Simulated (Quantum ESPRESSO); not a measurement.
# Kohn-Sham bands of Na₂H₆Pt (Fm-3m)

```xyz
9
Lattice="0.0000 3.6293 3.6293 3.6293 0.0000 3.6293 3.6293 3.6293 0.0000" Properties=species:S:1:pos:R:3 pbc="T T T"
Na    -1.8147    -1.8147    -1.8147
Na     1.8147     1.8147     1.8147
H      0.0000     0.0000    -1.6371
H      0.0000     0.0000     1.6371
H     -1.6371     0.0000     0.0000
H      1.6371     0.0000     0.0000
H      0.0000    -1.6371     0.0000
H      0.0000     1.6371     0.0000
Pt     0.0000     0.0000     0.0000
```

Cell from Materials Project (mp-690785), symmetrised, no further relaxation. Not found in the COD (Crystallography Open Database) copy used; not checked further. Computed values, not measurements, from PBEsol: Quantum ESPRESSO (norm-conserving PseudoDojo potentials, cutoff 71 Ry, no spin polarisation, no spin-orbit coupling) on a Γ-centred 4×4×4 mesh, then Wannier90. Density: 8×8×8 mesh, cold smearing 0.01 Ry. Spin-orbit coupling is left out although heavy elements are present.

The lattice is scaled uniformly by ε, fractional positions fixed (axis ratios and free coordinates are held, so this isn't the response to pressure); Kohn-Sham values from pw.x, the row at -2.0 % withheld:

| ε (%) | gap (eV) | width of the top valence group (eV) | direct gap at Γ (eV) | direct gap at K (eV) |
|---|---|---|---|---|
| -4.0 | 3.594 | 2.757 | 6.516 | 5.024 |
| -2.0 | ? | ? | ? | ? |
| 0.0 | 3.419 | 2.420 | 6.027 | 4.685 |
| 2.0 | 3.327 | 2.271 | 5.800 | 4.519 |
| 4.0 | 3.232 | 2.133 | 5.584 | 4.354 |

Problem. Fit y = y₀ + bε + cε² to the rows at -4.0, 0 and 4.0 %, check it on the fourth row, and predict the withheld one.

Solution. 
- gap (eV): b = (3.232 − 3.594)/8 = -0.0452, c = (3.232 + 3.594 − 2×3.419)/32 = -0.00037. Check at 2.0 %: 3.327 for 3.327. Prediction 3.508; the run gives 3.509.
- width of the top valence group (eV): b = (2.133 − 2.757)/8 = -0.0780, c = (2.133 + 2.757 − 2×2.420)/32 = 0.00156. Check at 2.0 %: 2.270 for 2.271. Prediction 2.582; the run gives 2.582.
- direct gap at Γ (eV): b = (5.584 − 6.516)/8 = -0.1165, c = (5.584 + 6.516 − 2×6.027)/32 = 0.00144. Check at 2.0 %: 5.800 for 5.800. Prediction 6.266; the run gives 6.266.
- direct gap at K (eV): b = (4.354 − 5.024)/8 = -0.0837, c = (4.354 + 5.024 − 2×4.685)/32 = 0.00025. Check at 2.0 %: 4.519 for 4.519. Prediction 4.853; the run gives 4.854.
